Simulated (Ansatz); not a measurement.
Notes on ScTl₂IrO₆

```
Ir O Tl Sc
1.0
     0.00000    4.03278    4.03278
     4.03278    0.00000    4.03278
     4.03278    4.03278    0.00000
Ir O Tl Sc
1 6 2 1
Direct
  0.50000 0.50000 0.50000
  0.73260 0.26740 0.26740
  0.26740 0.73260 0.26740
  0.26740 0.73260 0.73260
  0.73260 0.26740 0.73260
  0.26740 0.26740 0.73260
  0.73260 0.73260 0.26740
  0.25000 0.25000 0.25000
  0.75000 0.75000 0.75000
  0.00000 0.00000 0.00000
```

Level: r2SCAN, no spin polarisation; 500 eV; 7×7×7 Γ-centred mesh; methfessel-paxton occupations (width 0.1437 eV); Ansatz 0.2.0, fixed geometry.

Q: What does the stress say?

A: The pressure is 0.6 GPa (compression positive), so with the atoms held at these fractions the cell would first expand; the forces are large, so a full relaxation may end otherwise.

Q: Give the Bader charges.

A: Bader charges in e: Sc +2.14, Tl +0.95, Ir +2.38, O -1.07. In the mean Ir gives up most and O takes most.

Q: Where is the largest force?

A: The largest is on O7 (and as large on other atoms): 1.35 eV/Å, components (0.00, 0.00, 1.35). It makes 180° with the line to a nearest neighbour, Ir1 at 1.88 Å, pointing away from it.

Q: Metal or insulator?

A: It is a metal, with about 4.4 states/eV a cell as the mean within 0.25 eV of the Fermi level, mostly O p (46 %) and Ir d (39 %).

Origin: a known structure type with other elements, at an estimated volume, so it need not be a known compound. Caveats: many states at the Fermi level without spin polarisation, so a magnetic state may lie lower; correlation that this level lacks may open a gap in such a compound.
